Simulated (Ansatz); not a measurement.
A 6-atom cell of MoSeS (P-3m1) from a materials database, relaxed with r2SCAN+rVV10, was run in Ansatz under altered settings. All numbers are computed, without spin polarisation but where a row says otherwise.

```
CELL_PARAMETERS angstrom
3.24150 0.00000 0.00000
-1.62075 2.80722 0.00000
0.00000 0.00000 12.87185
ATOMIC_POSITIONS crystal
Mo 0.00000 0.00000 0.26252
Mo 0.00000 0.00000 0.73748
Se 0.66667 0.33333 0.86874
Se 0.33333 0.66667 0.13126
S 0.33333 0.66667 0.38065
S 0.66667 0.33333 0.61935
```

The base run's other keys:
```yaml
kpoints:
  mp_grid: { grid: [6, 6, 2] }
hamiltonian:
  xc: hse06
scf:
  occupations: { method: fixed }
  n_extra_bands: 5
```

It takes 26 iterations with 2311 plane waves at 420 eV and 14 k points, and leaves a mean stress of -2.04 GPa. The gap over this mesh is 1.309 eV. It ran on 4 threads of Arm Neoverse N1, with other jobs on the host.

Outcomes, with energy and stress as changes against the base:
```
                         setting    outcome  ΔF (meV/atom)  Δ mean stress (GPa)  gap on the mesh (eV)  iterations  wall time
       hamiltonian.xc: cam_b3lyp  converged              –                 +1.9                 3.593          31       77 s
scf.occupations: fermi_dirac 0.2  converged           -0.5                  0.0                 1.302          35       67 s
```
A dash marks a value that wasn't obtained or can't be compared. Stress is positive in compression. The base took 65 s. The base's mesh is coarse for a hybrid, so its own values aren't converged.

- hamiltonian.xc: cam_b3lyp. The mean stress moves by +1.9 GPa and the gap on the mesh by +2.284 eV (to 3.593). It's another functional on the same cell, so totals aren't comparable.
- scf.occupations: fermi_dirac 0.2. The free energy moves by -0.5 meV an atom, the mean stress by 0.0 GPa and the gap on the mesh by -0.007 eV (to 1.302). The term −TS is -2.9 meV an atom. The width begins to be felt.

Spin-orbit coupling is left out.

The stress of a hybrid is loosely converged in these runs.

The meshes of the hybrids are coarse, so their gaps aren't converged to the digits shown.
